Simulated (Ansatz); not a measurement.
Cu Kα1 powder pattern (kinematic, no thermal factors).
2θ (°) (relative intensity): 23.10 (44), 31.76 (71), 39.63 (100), 47.21 (11), 56.57 (19), 58.02 (27), 61.92 (20), 66.35 (9), 71.28 (17), 73.83 (2), 76.69 (15), 82.60 (12), 85.38 (9)

The pattern is computed from a structure relaxed with DFT PBE, scalar-relativistic, plane waves, PAW, and for the lanthanide a 4f-in-core norm-conserving potential (Ansatz 0.2.0). No spin polarisation. Its elements are F, Tm.

Problem. Give the structure.

Solution. TmF.
Space group P-6m2 (No. 187). a = 3.251 Å, b = 3.251 Å, c = 3.847 Å, α = 90.00°, β = 90.00°, γ = 120.00°
```tsv
atom	site	symmetry	x	y	z
Tm	1e	-6m2	0.6667	0.3333	0.0000
F	1b	-6m2	0.0000	0.0000	0.5000
```

A pattern alone doesn't exclude other cells with like lines; this is the one computed.

Another cell of TmF relaxed alike, in P4/mmm, lies 0.38 eV/atom lower, so this cell isn't the stable form at this level.

It was reached by relaxing an invented guess, and it needn't be the stable form of this composition.

The lanthanide is trivalent by construction, without f bands, f moments or other valences.
